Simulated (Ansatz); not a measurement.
Ansatz input file:

```yaml
crystal:
  lattice:
    - [-3.2733152582, 3.3011023802, 6.9075401804]
    - [3.2654313506, -3.2769069399, 6.8924243568]
    - [3.254612629, 3.2582043107, -6.8961392626]
  atoms:
    - { symbol: Rb, position: [0.005088745, 0.0093385432, 0.0048399612] }
    - { symbol: Ba, position: [0.7509164053, 0.2536533253, 0.5022685367] }
    - { symbol: Ba, position: [0.2548932568, 0.7434771934, 0.5007275555] }
    - { symbol: Ba, position: [0.4891000316, 0.4935293768, -0.0078391759] }
basis:
  ecutwfc: 420
kpoints:
  mp_grid: { grid: [6, 6, 8] }
hamiltonian:
  xc: pbesol
scf:
  occupations: { method: gaussian, width: 0.1 }
output:
  forces: true
  stress: true
  eigenvalues: true
```

Run as
```bash
ansatz run input.yaml --threads 1 --pin off --max-ram 1331MiB --backend cpu --events-out ev --progress --plain --runs-dir out
```

The calculation used DFT PBEsol, scalar-relativistic, plane waves, PAW (Ansatz).

From the run's log, abridged (final results; tables in files aren't shown):

```
SCF 1 converged in 7 iterations: F = -20804.173588 eV  dr2 = 1.36e-8
SCF converged after 7 iterations
Free energy (F): -20804.173588 eV
Harris-Foulkes:  -20804.173588 eV  (|F-HF|=5.11e-9)
Internal energy: -20804.149831 eV  (E = F + TS)
E sigma→0 (E₀):  -20804.161710 eV
Entropy (-TS):   -0.023758 eV (-5.939 meV/atom)
Fermi energy:    4.159084 eV
--- Per-component energies (eV) ---
  E_band       = -408.409477
  E_kinetic    = 686.651970
  E_local      = -1921.743390  (includes V_loc(G=0)·N_el)
  E_nonlocal   = 350.066430
  E_hartree    = 578.293829
  E_xc         = -620.822600
  E_vxc        = -531.110404  (∫ρ·V_xc dr)
  E_paw        = -17990.485792  (= ΣΔE_a)
  E_vpaw       = -148.861792  (= ΣTr[D̂ρ^β])
  E_aug_tail   = -0.000007  (compensation charges beyond the density's cutoff)
  E_ewald      = -1886.688240
  E_core_change = 0.577970  (= ΣΔE_core)
  E_smearing   = -0.023758  (= −TS)
--- Forces (eV/Å), atoms counted from 1 ---
  atom   1  Rb    -0.03753161    -0.01508177    -0.04293661
  atom   2  Ba    -0.03432211     0.01398853    -0.01445484
  atom   3  Ba     0.05272561    -0.04960985     0.00578811
  atom   4  Ba     0.01912931     0.05070435     0.05160360
--- Stress (GPa, compression-positive) ---
       -0.773167       0.033591       0.007750
        0.033591      -0.766819      -0.020155
        0.007750      -0.020155      -0.850045
  P = ⅓ Tr σ = -0.7967 GPa (-7.967 kbar)
--- Band table (eV; the first three rows and the last of 148) ---
  k-point 0: bands = ["-25.2067", "-25.1751", "-25.1609", "-23.8442", "-10.3990", "-10.3641", "-10.3597", "-10.3442", "-10.3430", "-10.2864", "-10.2221", "-10.2049", "-10.2006", "-7.9700", "-7.9670", "-7.9567", "1.5815", "3.6501", "4.0588", "4.3687", "4.5229", "4.7583", "4.7869", "5.0073"]
  k-point 1: bands = ["-25.2064", "-25.1742", "-25.1621", "-23.8442", "-10.3992", "-10.3583", "-10.3565", "-10.3435", "-10.3371", "-10.2783", "-10.2299", "-10.2213", "-10.2030", "-7.9721", "-7.9672", "-7.9569", "1.7382", "3.7866", "4.1543", "4.4258", "4.5083", "4.5554", "4.6656", "4.9210"]
  k-point 2: bands = ["-25.2055", "-25.1720", "-25.1651", "-23.8442", "-10.4058", "-10.3756", "-10.3512", "-10.3393", "-10.2888", "-10.2791", "-10.2636", "-10.2310", "-10.1996", "-7.9749", "-7.9673", "-7.9572", "2.1772", "3.9865", "4.0681", "4.1549", "4.4056", "4.5382", "4.6704", "5.0172"]
  k-point 147: bands = ["-25.2046", "-25.1772", "-25.1609", "-23.8442", "-10.4006", "-10.3976", "-10.3254", "-10.3017", "-10.3001", "-10.2964", "-10.2847", "-10.2108", "-10.2070", "-7.9694", "-7.9664", "-7.9604", "2.4777", "2.7333", "3.6107", "3.8552", "4.3089", "4.3258", "4.6344", "5.4243"]
```

The run converged.